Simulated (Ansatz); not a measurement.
EuZnIn3 with scf.eigensolver.kind, basis.precision changed

Level of theory: r2SCAN, collinear spin, scalar-relativistic; Ansatz, plane waves to 500 eV (PAW set soft_2), k-mesh 3×3×2 shifted by half a step. These are the settings of the reference run.

Cell:

```
cell
1.0
     4.5774    4.5774    0.0000
     4.5774   -4.5774    0.0000
     0.0000    0.0000  -11.9871
Eu In Zn
4 12 4
Direct
  0.0000 0.5000 0.5063
  0.0000 0.0000 0.0063
  0.5000 0.0000 0.5063
  0.5000 0.5000 0.0063
  0.2500 0.7500 0.2412
  0.2500 0.2500 0.7412
  0.7500 0.2500 0.2412
  0.7500 0.7500 0.7412
  0.2500 0.2500 0.2412
  0.2500 0.7500 0.7412
  0.7500 0.7500 0.2412
  0.7500 0.2500 0.7412
  0.0000 0.5000 0.8980
  0.0000 0.0000 0.3980
  0.5000 0.0000 0.8980
  0.5000 0.5000 0.3980
  0.5000 0.5000 0.6133
  0.5000 0.0000 0.1133
  0.0000 0.0000 0.6133
  0.0000 0.5000 0.1133
```

The reference run of this cell is solved again as a single point with these keys changed:

| key | reference run | changed run |
| --- | --- | --- |
| scf.eigensolver.kind | not typed | davidson |
| basis.precision | not typed | f64 |

Does this change matter?



| quantity | reference run | changed run |
| --- | --- | --- |
| energy, changed less reference (meV an atom) | 0 | 0.0 |
| pressure (GPa) | -0.1 | -0.1 |
| largest force (eV/Å) | 0.03 | 0.03 |
| gap on the mesh (eV) | 0.00 | 0.00 |
| moment of the cell (μB) | 27.90 | 27.90 |

The results hardly move, so these settings together matter little here, or the typed value is the one that the program takes anyway. It took 20 iterations.

Caveats: the reference run: 4f shell without a U, which puts 4f levels too near the Fermi level; the reference run: open f or d shells may hold a state above the lowest; a single point, atoms not relaxed again.
